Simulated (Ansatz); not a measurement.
Relaxed-ion elastic tensor of LuZn (CsCl type, Pm-3m) in GPa (Voigt order), PBEsol (plane waves, PAW; program Ansatz); density 9.89 g/cm³, 20.18 Å³ per atom.

```
      1     2     3     4     5     6
-  ----  ----  ----  ----  ----  ----
1   108  58.1  58.1   0.0   0.0   0.0
2  58.1   108  58.1   0.0   0.0   0.0
3  58.1  58.1   108   0.0   0.0   0.0
4   0.0   0.0   0.0  58.8   0.0   0.0
5   0.0   0.0   0.0   0.0  58.8   0.0
6   0.0   0.0   0.0   0.0   0.0  58.8
```

### Question
Is the crystal mechanically stable?

### Answer
Yes: the smallest eigenvalue of C is 49.9 GPa.

### Question
Work out the Voigt, Reuss and Hill averages.

### Answer
K_V = 74.8, K_R = 74.8, K_H = 74.8; G_V = 45.3, G_R = 38.1, G_H = 41.7 GPa.

### Question
Give Young's modulus, Poisson's ratio, Pugh's ratio and the universal anisotropy index.

### Answer
E = 9KG/(3K + G) = 105 GPa; ν = 0.26; K/G = 1.79 (near the Pugh limit of 1.75, no verdict); A_U = 5G_V/G_R + K_V/K_R − 6 = 0.94.

### Question
Estimate the sound speeds and the Debye temperature.

### Answer
v_l = √((K + 4G/3)/ρ) = 3630 m/s, v_t = √(G/ρ) = 2050 m/s, mean 2280 m/s; Θ = (h/k)(3n/4πV)^(1/3) v_m = 250 K.

### Question
Give the Zener ratio and Young's modulus along [100], [110] and [111].

### Answer
A = 2C44/(C11 − C12) = 2.36; 1/E = S11 − 2(S11 − S12 − S44/2)Γ with Γ = 0, 1/4, 1/3 gives 67.4, 110, 140 GPa.

The workflow started from an entry of the Crystallography Open Database (COD). Its standing as an ambient phase is unchecked. Symmetry was held in the PBEsol relaxation; of distortions, only those at the zone centre were tested. As this level gives no gap, shear constants depend on the k-mesh and smearing (Fermi–Dirac, 0.1 eV here). Scalar-relativistic: spin–orbit coupling is off unless named, which matters more the heavier the elements.

Potentials: the later of the program's two PAW sets.
